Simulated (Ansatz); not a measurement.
## TiH8N2F6: field gradients against cell size

Reference cell: a Materials Project structure (computed, not necessarily an observed phase), ions relaxed with PBE at fixed cell.

Space group P-3m1 (No. 164); a = 5.8783, c = 4.6241 Å, γ = 120.00°.

```
site  Wyckoff  site symmetry       x       y       z
  Ti       1a           -3m.  0.0000  0.0000  0.0000
  H2       2d            3m.  0.3333  0.6667  0.0813
  H4       6i            .m.  0.2386  0.4771  0.3813
   N       2d            3m.  0.3333  0.6667  0.3036
   F       6i            .m.  0.1526  0.8474  0.7698
```

One atom of each set is listed.

Method: Kohn–Sham DFT in Ansatz, PBE, plane waves and PAW, scalar-relativistic, 420 eV cutoff, Γ-centred 4×4×5 k-points, Fermi–Dirac smearing 0.02 eV.

The cell is scaled uniformly, and the ions relax again at each size.

**Question.** How do the gradients (10²¹ V/m²) respond?

**Answer.** 

```
V/V₀  Ti V_zz (η)  H2 V_zz (η)  H4 V_zz (η)   N V_zz (η)   F V_zz (η)
0.96  0.84 (0.00)  3.12 (0.00)  3.05 (0.00)  0.42 (0.00)  4.37 (0.06)
0.98  0.80 (0.00)  3.12 (0.00)  3.03 (0.01)  0.42 (0.00)  4.43 (0.07)
1.00  0.75 (0.00)  3.13 (0.00)  3.02 (0.01)  0.43 (0.00)  4.49 (0.07)
1.06  0.66 (0.00)  3.15 (0.00)  2.99 (0.01)  0.42 (0.00)  4.65 (0.09)
```

Logarithmic slopes d ln|V_zz|/d ln V over the series, for the sites that change steadily: Ti -2.5, H4 -0.2, F 0.6. Point charges on a uniformly scaled lattice would give −1; atoms that shift within the cell as it changes, and charge that moves in the bonds, make the difference.

The lattice is static: at room temperature ammonium may turn and average the couplings of its hydrogen.
